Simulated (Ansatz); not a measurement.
## RbSrSiHO4 — ¹⁷O NMR of the central transition

Cell: a computed structure from the Materials Project (it need not be an observed phase), atoms as given.

```
Rb Sr Si H O
1.0
     5.85669    0.00000    0.00000
     0.00000    7.91372    0.00000
    -2.88523    0.00000    5.15200
Rb Sr Si H O
2 2 2 2 8
Direct
  0.64027 0.23136 0.28171
  0.35973 0.73136 0.71829
  0.98735 0.48448 0.99104
  0.01265 0.98448 0.00895
  0.31135 0.24565 0.62172
  0.68865 0.74565 0.37828
  0.49224 0.00653 0.53897
  0.50776 0.50653 0.46103
  0.14957 0.23827 0.78257
  0.85043 0.73826 0.21743
  0.12174 0.23976 0.30474
  0.87826 0.73976 0.69526
  0.52291 0.40232 0.70781
  0.47709 0.90232 0.29219
  0.50899 0.06864 0.69847
  0.49101 0.56864 0.30153
```

Atoms are numbered from 1 in the order listed; like atoms form one site, named after its first atom.

The numbers come from a DFT calculation in Ansatz (PBE, plane waves and PAW, scalar-relativistic, 420 eV cutoff, Γ-centred 4×3×4 k-points, Fermi–Dirac smearing 0.02 eV).

¹⁷O has I = 5/2 and Q = -25.58 mb (Pyykkö 2018); at 28.2 T its Larmor frequency is ν₀ = 162.8 MHz. Only the quadrupole interaction is simulated: positions count from each site's isotropic chemical shift, and J coupling is left out, as are shift anisotropy and dipolar coupling, which fast spinning averages.

Q: Give C_Q, η, the quadrupolar product P_Q = |C_Q|(1 + η²/3)^½, the second-order isotropic shift and the breadth of the pattern (fast magic-angle spinning) for each O site.

A: 

```tsv
site	first shell	C_Q (MHz)	η	P_Q (MHz)	δ_QIS (ppm)	breadth (kHz)
O9	1 Si at 1.64 Å; also 2 Sr at 2.71–2.74 Å, 2 Rb at 2.94–3.00 Å	-3.04	0.42	3.13	-2.22	0.838
O11	1 Si at 1.65 Å; also 2 Sr at 2.53–2.54 Å, 2 Rb at 2.76–3.11 Å	-2.98	0.37	3.04	-2.09	0.788
O13	1 Si at 1.65 Å; also 1 H at 1.64 Å, 1 Sr at 2.48 Å, 2 Rb at 2.78–3.21 Å	-2.99	0.65	3.20	-2.32	0.870
O15	1 H at 1.02 Å, 1 Si at 1.73 Å, angle 113°; also 1 Sr at 2.69 Å, 2 Rb at 2.83–3.19 Å	-6.05	0.78	6.64	-9.98	3.70
```

δ_QIS = −(ν_Q²/30ν₀²)[I(I+1) − 3/4](1 + η²/3) × 10⁶ ppm with ν_Q = 3|C_Q|/[2I(2I−1)]; it falls as 1/B₀² in ppm, and the breadth as 1/B₀ in kHz.

At O9, O11 and O13 V_zz points along its bond to Si (within 12°) in each case.
